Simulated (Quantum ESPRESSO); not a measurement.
**Band energies of HgSe**

```
CELL_PARAMETERS angstrom
      0.00000     3.03139     3.03139
      3.03139     0.00000     3.03139
      3.03139     3.03139     0.00000
ATOMIC_POSITIONS crystal
  Se 0.25000 0.25000 0.25000
  Hg 0.00000 0.00000 0.00000
```

LDA (pw.x of Quantum ESPRESSO, ONCV potentials, no spin-orbit coupling); path ΓXWKΓLUWLK,UX; energies in eV from the Fermi level.

| k (1/Å) | point | band 14 | band 15 | band 16 | band 17 | band 18 | band 19 | band 20 | band 21 |
|---|---|---|---|---|---|---|---|---|---|
| 0.00 | Γ | -6.48 | -6.48 | -1.18 | -0.02 | -0.02 | -0.02 | 5.37 | 5.37 |
| 0.58 |  | -6.53 | -6.41 | -3.58 | -1.51 | -1.51 | 2.35 | 3.22 | 7.46 |
| 1.04 | X | -6.36 | -6.11 | -5.22 | -2.39 | -2.39 | 2.66 | 2.77 | 8.21 |
| 1.17 |  | -6.37 | -6.07 | -5.25 | -2.46 | -2.41 | 2.77 | 2.97 | 8.07 |
| 1.55 | W | -6.54 | -5.85 | -5.44 | -2.86 | -2.51 | 3.54 | 4.96 | 5.91 |
| 1.80 |  | -6.44 | -5.93 | -5.40 | -2.97 | -2.09 | 3.00 | 4.38 | 7.15 |
| 1.92 | K | -6.42 | -5.95 | -5.39 | -3.00 | -1.95 | 2.79 | 4.32 | 7.72 |
| 2.32 |  | -6.50 | -6.39 | -4.40 | -2.39 | -0.94 | 2.29 | 5.42 | 5.61 |
| 2.82 |  | -6.49 | -6.47 | -1.84 | -0.30 | -0.09 | 0.50 | 4.96 | 5.49 |
| 3.02 | Γ | -6.48 | -6.48 | -1.18 | -0.02 | -0.02 | -0.02 | 5.37 | 5.37 |
| 3.32 |  | -6.48 | -6.48 | -2.44 | -0.29 | -0.29 | 0.69 | 4.92 | 5.72 |
| 3.82 |  | -6.43 | -6.37 | -5.39 | -0.99 | -0.99 | 0.93 | 6.14 | 6.14 |
| 3.92 | L | -6.43 | -6.15 | -5.68 | -1.02 | -1.02 | 0.92 | 6.14 | 6.14 |
| 4.34 |  | -6.44 | -6.07 | -5.37 | -2.72 | -1.59 | 2.60 | 4.85 | 6.93 |
| 4.55 | U | -6.42 | -5.95 | -5.39 | -3.00 | -1.95 | 2.79 | 4.32 | 7.72 |
| 4.92 | W | -6.54 | -5.85 | -5.44 | -2.86 | -2.51 | 3.54 | 4.96 | 5.91 |
| 5.38 |  | -6.44 | -6.12 | -5.50 | -2.06 | -1.33 | 2.06 | 5.31 | 6.32 |
| 5.65 | L | -6.43 | -6.15 | -5.68 | -1.02 | -1.02 | 0.92 | 6.14 | 6.14 |
| 5.81 |  | -6.43 | -6.14 | -5.61 | -1.50 | -1.12 | 1.43 | 5.70 | 6.33 |
| 6.21 |  | -6.43 | -5.99 | -5.37 | -3.00 | -1.84 | 2.78 | 4.54 | 7.41 |
| 6.29 | K | -6.42 | -5.95 | -5.39 | -3.00 | -1.95 | 2.79 | 4.32 | 7.72 |
| 6.29 | U | -6.42 | -5.95 | -5.39 | -3.00 | -1.95 | 2.79 | 4.32 | 7.72 |
| 6.65 | X | -6.36 | -6.11 | -5.22 | -2.39 | -2.39 | 2.66 | 2.77 | 8.21 |

At this level the gap is closed or nearly so: along the path the highest valence and lowest conduction bands touch, or overlap by less than 0.6 eV, a zero-gap or semimetallic result; the valence top lies at Γ, the conduction bottom at Γ.

Spin-orbit coupling is left out, which matters for elements this heavy: edges can move by tenths of an eV.

Geometry relaxed with LDA.
